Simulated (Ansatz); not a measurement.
Y₄Ga₁₂Pt in space group Im-3m (No. 229; Y on 8c, Ga on 12e, Ga on 12d, Pt on 2a), the program Ansatz at the r²SCAN level (PAW), all energies at zero smearing, with the estimated change up to a 700 eV cutoff added, with one set of potentials and settings (totals compare only within such a set). Cell of 17 atoms (4 Y, 12 Ga, 1 Pt): -73470.435 eV.

| element | reference phase | E (eV/atom) |
|---|---|---|
| Y | P6_3/mmc, 2 atoms in the cell | -3859.7073 |
| Ga | Cmce, 4 atoms in the cell | -3790.2689 |
| Pt | Fm-3m, 1 atoms in the cell | -12536.7848 |

Formation energy per atom, worked out: (-73470.435 − 4×(-3859.7073) − 12×(-3790.2689) − 1×(-12536.7848))/17 = -0.682 eV/atom (-66 kJ per mol of atoms), at 0 K, without zero-point energy or fitted corrections.

The workflow started from a Materials Project entry (that database holds measured and hypothetical structures alike); the Crystallography Open Database copy checked does not list it. Its standing as an ambient phase is unchecked. The r²SCAN relaxation kept the symmetry of its start; whether a distortion lowers the energy is not shown. The run is not spin-polarised. The references are the lowest solids computed at this level, not always the standard phases. Scalar-relativistic: spin–orbit coupling is off unless named, which matters more the heavier the elements.

Potentials: the later of the program's two PAW sets.
